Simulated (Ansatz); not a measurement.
Given:

La3GaBr3:
```cif
data_Br3GaLa3
_chemical_formula_sum 'La3 Ga1 Br3'
_space_group_name_H-M_alt 'P 1'
_space_group_IT_number 1
_cell_length_a 6.14147
_cell_length_b 6.14147
_cell_length_c 6.14147
_cell_angle_alpha 90.000
_cell_angle_beta 90.000
_cell_angle_gamma 90.000
loop_
_space_group_symop_operation_xyz
  'x, y, z'
loop_
_atom_site_label
_atom_site_type_symbol
_atom_site_fract_x
_atom_site_fract_y
_atom_site_fract_z
_atom_site_occupancy
La1 La 0.00000 0.50000 0.50000 1
La2 La 0.50000 0.00000 0.50000 1
La3 La 0.50000 0.50000 0.00000 1
Ga1 Ga 0.50000 0.50000 0.50000 1
Br1 Br 0.00000 0.00000 0.50000 1
Br2 Br 0.50000 0.00000 0.00000 1
Br3 Br 0.00000 0.50000 0.00000 1
```

This is the r²SCAN-relaxed structure.

Question: All from the program Ansatz at the r²SCAN level (PAW), unless another level is named. Give the electronic character.

Answer: metallic (no gap).

Question: Give the formation energy from the elements (no fitted shifts).

Answer: -1629 meV/atom.

Question: Predict the density of states at the Fermi level.

Answer: 0.24 states/eV per atom (mean over ±0.08 eV).

Space group Pm-3m. The first step of the workflow began from a Materials Project structure, measured or hypothetical; the Crystallography Open Database files this formula in space group No. 221, but the cells were not matched. Its standing as an ambient phase is unchecked. The cell was relaxed with r²SCAN under the symmetry of its start; whether a distortion lowers the energy is not shown. With an odd number of electrons in the cell and no spin polarisation, the count alone makes it a metal. The references are the lowest solids computed at this level, not always the standard phases. Spin–orbit coupling is left out wherever it is not named.

Potentials: the later of the program's two PAW sets.
